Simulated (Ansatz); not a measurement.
VTe₆Mo₂ (P-6m2) at 2 levels of theory

One geometry, relaxed with PBE; plane waves with PAW potentials in Ansatz, scalar-relativistic. Collinear spin, ending at 1.0 μB a primitive cell. Gaps are the least over mesh and band path; pressure is positive in compression.

```cif
data_structure
_symmetry_space_group_name_H-M 'P-6m2'
_symmetry_Int_Tables_number 187
_cell_length_a 3.5707
_cell_length_b 3.5707
_cell_length_c 28.3645
_cell_angle_alpha 90.000
_cell_angle_beta 90.000
_cell_angle_gamma 120.000
_cell_volume 313.20
loop_
_atom_site_label
_atom_site_type_symbol
_atom_site_symmetry_multiplicity
_atom_site_Wyckoff_symbol
_atom_site_fract_x
_atom_site_fract_y
_atom_site_fract_z
_atom_site_occupancy
V1 V 1 a 0.00000 0.00000 0.00000 1
Te1 Te 2 i 0.66667 0.33333 0.93789 1
Te2 Te 2 g 0.00000 0.00000 0.66882 1
Te3 Te 2 g 0.00000 0.00000 0.20407 1
Mo1 Mo 2 i 0.66667 0.33333 0.73236 1
```

```tsv
level	cutoff (eV)	k mesh	gap (eV)	pressure (GPa)	largest moment (μB)
PBE	420	12×12×2	0.05	0.0	1.00
```

**Question.** What comes out on the same cell with PBEsol?

**Answer.**
| level | cutoff (eV) | k mesh | gap (eV) | pressure (GPa) | largest moment (μB) |
| --- | --- | --- | --- | --- | --- |
| PBEsol | 420 | 12×12×2 | 0.02 | -2.6 | 0.98 |

Spin-orbit coupling matters for the bands of heavy elements and is left out. Moments started parallel, and an antiferromagnetic order may lie lower. The cell holds layers, chains or molecules and no dispersion correction was added, so their binding is poorly described.

The cell was found from a structure generator's guess, not taken from experiment.
